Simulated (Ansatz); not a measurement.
**K2AgBiI6: zone-centre modes**

Method: DFT PBEsol, scalar-relativistic, plane waves, PAW (Ansatz 0.2.0). Cutoff 420 eV, Γ-centred 6×6×6 k-points, Gaussian smearing of 0.05 eV. Spin–orbit coupling is left out, which can shift energies with elements as heavy as these. No spin polarisation.

The undisturbed cell (relaxed at this level; it needn't be the usual structure):

```xyz
10
Lattice="0.0000 5.9416 5.9416 5.9416 0.0000 5.9416 5.9416 5.9416 0.0000" Properties=species:S:1:pos:R:3 pbc="T T T"
K     8.9124    8.9124    8.9124
K     2.9708    2.9708    2.9708
Ag    5.9416    5.9416    5.9416
Bi    0.0000    0.0000    0.0000
I     3.0381    5.9416    5.9416
I     5.9416    5.9416    3.0381
I     8.8451    5.9416    5.9416
I     5.9416    3.0381    5.9416
I     5.9416    8.8451    5.9416
I     5.9416    5.9416    8.8451
```

Harmonic modes by finite displacements of 0.02 Å, without the LO–TO term.

(1) At this geometry, is the structure stable against these modes?

(2) List the wavenumbers in cm⁻¹.

Results:

(1) No: 9 modes are unstable, the strongest at 39i cm⁻¹.

(2) 39i, 39i, 39i, 37i, 37i, 37i, 33i, 33i, 33i, 0, 0, 0, 13, 13, 13, 36, 36, 36, 47, 47, 47, 94, 94, 94, 104, 104, 121, 121, 121, 136.

Cost: 1 run of about 12 core-minutes, on Arm Neoverse V2 (shared hosts).